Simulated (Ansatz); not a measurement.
SrGeAu3:
```xyz
10
Lattice="6.2000 0.0000 0.0000 0.0000 6.2000 0.0000 0.0000 0.0000 5.5797" Properties=species:S:1:pos:R:3 pbc="T T T"
Au     1.5500     1.5500     2.7899
Au     1.5500     4.6500     2.7899
Au     4.6500     4.6500     2.7899
Au     4.6500     1.5500     2.7899
Au     3.1000     0.0000     4.5795
Au     0.0000     3.1000     1.0002
Ge     3.1000     0.0000     1.4604
Ge     0.0000     3.1000     4.1193
Sr     3.1000     3.1000     0.0000
Sr     0.0000     0.0000     0.0000
```

Relaxed with PBEsol. Special points in fractions of this cell's reciprocal vectors: Γ (0.000, 0.000, 0.000); X (0.000, 0.500, 0.000); M (0.500, 0.500, 0.000); Z (0.000, 0.000, 0.500); R (0.000, 0.500, 0.500); A (0.500, 0.500, 0.500).

Q: List the band energies nearest the Fermi level at these points for plane-wave PAW PBEsol (Ansatz code).

A: In eV from the Fermi level; about four levels below and three above (degenerate sets whole), none deeper than 8.9 eV; points with the same levels are listed once.

```csv
k,below,above
Γ,-1.83 -1.83 -1.61 -1.61 -0.90,0.73 0.86 0.86
X,-1.43 -1.43 -0.88 -0.88,1.24 1.24 2.15 2.15
M,-1.00 -1.00 -0.52 -0.52,1.67 1.67 1.95 1.95
Z,-1.67 -1.67 -1.28 -1.28 -0.16,0.50 0.50 1.36
R,-1.03 -1.03 -0.07 -0.07,0.27 0.27 2.71 2.71
A,-2.72 -2.72 -1.90 -1.90,1.93 1.93 2.11 2.11
```

Space group P4/nmm. The workflow started from an entry of the Crystallography Open Database (COD, 295 K). Its standing as an ambient phase is unchecked. The PBEsol relaxation kept the symmetry of its start; its stability against distortions is not shown here. Scalar-relativistic: spin–orbit coupling is off unless named, which matters more the heavier the elements.

Potentials: the later of the program's two PAW sets.
